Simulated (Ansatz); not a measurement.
Relaxation of a generated cell, Ga2O3 placed in the corundum structure type; 10 atoms in the cell, which starts as R-3c, hexagonal axes (No. 167), hR10; a = b = 4.855 Å, c = 13.252 Å, α = β = 90.00°, γ = 120.00°. The numbers are results of r2SCAN (plane waves to 500 eV, PAW, scalar-relativistic; Ansatz, an electronic-structure program), not measurements. Γ-centred k-mesh 6×6×6 on the run's cell (coarser than for final values), Fermi–Dirac smearing 0.05 eV. This is the first round of the run. 

The optimiser's lines from the output (shortened; P is positive under compression):

```
relax step   1: F+E_penalty+E_count = -18577.29872872 eV  Δ(F+E_penalty+E_count) = +0.000e0 eV  max|allowed force component| = 5.249e-1 eV/Å  Δτ_max = 0.0000 Å  P = +18.604 GPa  Ω = 90.161 Å³  (9 SCF iters, dr2 threshold 1.00e-7 eV, accepted)
relax step   2: F+E_penalty+E_count = -18577.60037065 eV  Δ(F+E_penalty+E_count) = -3.016e-1 eV  max|allowed force component| = 3.496e-1 eV/Å  Δτ_max = 0.0164 Å  P = +7.766 GPa  Ω = 93.536 Å³  (7 SCF iters, dr2 threshold 1.00e-6 eV, accepted)
relax step   3: F+E_penalty+E_count = -18577.67890286 eV  Δ(F+E_penalty+E_count) = -7.853e-2 eV  max|allowed force component| = 1.383e-1 eV/Å  Δτ_max = 0.0169 Å  P = +0.658 GPa  Ω = 96.162 Å³  (7 SCF iters, dr2 threshold 1.00e-6 eV, accepted)
relax step   4: F+E_penalty+E_count = -18577.68059896 eV  Δ(F+E_penalty+E_count) = -1.696e-3 eV  max|allowed force component| = 7.044e-2 eV/Å  Δτ_max = 0.0076 Å  P = +0.289 GPa  Ω = 96.287 Å³  (5 SCF iters, dr2 threshold 1.00e-6 eV, accepted)
relax step   5: F+E_penalty+E_count = -18577.68238728 eV  Δ(F+E_penalty+E_count) = -1.788e-3 eV  max|allowed force component| = 1.910e-2 eV/Å  Δτ_max = 0.0045 Å  P = -0.114 GPa  Ω = 96.464 Å³  (5 SCF iters, dr2 threshold 1.00e-6 eV, accepted)
relax step   6: F+E_penalty+E_count = -18577.68256200 eV  Δ(F+E_penalty+E_count) = -1.747e-4 eV  max|allowed force component| = 9.417e-4 eV/Å  Δτ_max = 0.0020 Å  P = +0.001 GPa  Ω = 96.411 Å³  (6 SCF iters, dr2 threshold 6.17e-8 eV, accepted)
relax step   7: F+E_penalty+E_count = -18577.68256141 eV  Δ(F+E_penalty+E_count) = +5.952e-7 eV  max|allowed force component| = 2.297e-5 eV/Å  Δτ_max = 0.0000 Å  P = -0.000 GPa  Ω = 96.412 Å³  (4 SCF iters, dr2 threshold 1.26e-9 eV, accepted)
relax step   8: F+E_penalty+E_count = -18577.68953067 eV  Δ(F+E_penalty+E_count) = -6.969e-3 eV  max|allowed force component| = 1.956e-4 eV/Å  Δτ_max = 0.0000 Å  P = -0.021 GPa  Ω = 96.412 Å³  stress off target by 2.99e-2 GPa  SCF on the basis re-selected at this cell (its energy is not comparable with the rows above)  (7 SCF iters)
relax step   9: F+E_penalty+E_count = -18577.68954050 eV  Δ(F+E_penalty+E_count) = -9.827e-6 eV  max|allowed force component| = 6.297e-5 eV/Å  Δτ_max = 0.0000 Å  P = -0.000 GPa  Ω = 96.403 Å³  (4 SCF iters, dr2 threshold 2.23e-9 eV, accepted)
relax step  10: F+E_penalty+E_count = -18577.68953755 eV  Δ(F+E_penalty+E_count) = +2.954e-6 eV  max|allowed force component| = 3.223e-5 eV/Å  Δτ_max = 0.0000 Å  P = -0.000 GPa  Ω = 96.403 Å³  stress off target by 6.20e-4 GPa  SCF on the basis re-selected at this cell (its energy is not comparable with the rows above)  (4 SCF iters)
```

From the first to the last row the energy changes by -0.04 eV/atom and the volume by +6.9 %. The last row is marked as not comparable with the walk above it, whose basis was carried along; it does compare with step 1, since both stand on a basis selected at the nominal cutoff for their own cell.

Later rounds, restarted from the end of this one on a renewed k-mesh, logged 2 more steps and released under 1 meV/atom more. The final structure after all rounds: R-3c, hexagonal axes (No. 167), hR10, corundum type; a = 4.9845 Å, b = 4.9845 Å, c = 13.4410 Å, α = 90.00°, β = 90.00°, γ = 120.00°. Between re-selections the logged energies stand on a plane-wave basis carried along with the cell. No spin polarisation in the result.

The run could not lose the symmetry of its start.
